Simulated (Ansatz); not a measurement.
## BPd$_{2}$ squeezed and stretched

A database entry relaxed whole under r2SCAN (Pnnm):

```xyz
6
Lattice="4.7235 0.0000 0.0000 0.0000 5.1289 0.0000 0.0000 0.0000 3.1492" Properties=species:S:1:pos:R:3 pbc="T T T"
B     0.0000    0.0000    0.0000
B     2.3618    2.5645    1.5746
Pd    1.2060    1.7629    0.0000
Pd    3.5176    3.3661    0.0000
Pd    3.5677    0.8016    1.5746
Pd    1.1558    4.3273    1.5746
```

The cell was scaled uniformly, its shape held, and the atoms relaxed at each volume with plane-wave PAW DFT (Ansatz 0.2.0; r2SCAN, 500 eV, 7×7×11 Γ-centred mesh, fermi-dirac occupations of width 0.100 eV; no spin, no spin-orbit coupling). One row is withheld.

```
volume (Å³/atom)  energy over the lowest (meV/atom)  pressure (GPa)
          11.953                               29.9           13.47
          12.207                               12.7            8.42
          12.461                                3.0            3.98
          12.716                                0.0            0.04
          12.970                                  ?               ?
          13.224                               10.6           -6.35
          13.479                               22.8           -8.97
```

**Question.** Fit the pressures of the other rows to the third-order Birch-Murnaghan form.

**Answer.** With f = [(V₀/V)^(2/3) − 1]/2 and P = 3B₀f(1 + 2f)^(5/2)[1 + 3(B₀′ − 4)f/2], least squares gives V₀ = 12.72 Å³ an atom, B₀ = 182 GPa and B₀′ = 5.6; the rows miss the fit by 0.02 GPa. The slope of the energies differs from these pressures by 0.08 GPa, since they are taken to zero smearing while pressures follow the free energy.

**Question.** What does the withheld row hold?

**Answer.** The fit gives -3.36 GPa at 12.970 Å³; the run gave -3.35 GPa and 2.8 meV an atom.

Caveats: the shape of the cell was held, so B₀ is an upper bound where the axes differ in stiffness; 0 K, fixed nuclei; the symmetry was kept, and this need not be the phase that is stable at 0 K; one mesh for all volumes; pressure is positive in compression.
